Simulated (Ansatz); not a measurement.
Input:

ScGa$_{3}$:
```yaml
crystal:
  lattice:
    - [4.07505, 0.00000, 0.00000]
    - [0.00000, 4.07505, 0.00000]
    - [0.00000, 0.00000, 4.07505]
  atoms:
    - { symbol: Sc, position: [0.00000, 0.00000, 0.00000] }
    - { symbol: Ga, position: [0.00000, 0.50000, 0.50000] }
    - { symbol: Ga, position: [0.50000, 0.00000, 0.50000] }
    - { symbol: Ga, position: [0.50000, 0.50000, 0.00000] }
```

This is the r²SCAN-relaxed structure.

All from plane-wave PAW r²SCAN (Ansatz code), unless another level is named. Estimate the density of states at the Fermi level.

0.46 states/eV per atom (mean over ±0.08 eV).

Give the formation energy from the elements (no fitted shifts).

-51 kJ/mol-atom.

Next, the gap with spin–orbit coupling?

none (metallic).

Space group Pm-3m (Cu3Au type). The workflow started from an entry of the Crystallography Open Database (COD). Whether it is the stable phase at ambient conditions was not checked. The cell was relaxed with r²SCAN under the symmetry of its start; whether a distortion lowers the energy is not shown. No spin polarisation was allowed. The references are the lowest solids computed at this level, not always the standard phases. Scalar-relativistic: spin–orbit coupling is off unless named, which matters more the heavier the elements.

Potentials: the later of the program's two PAW sets.
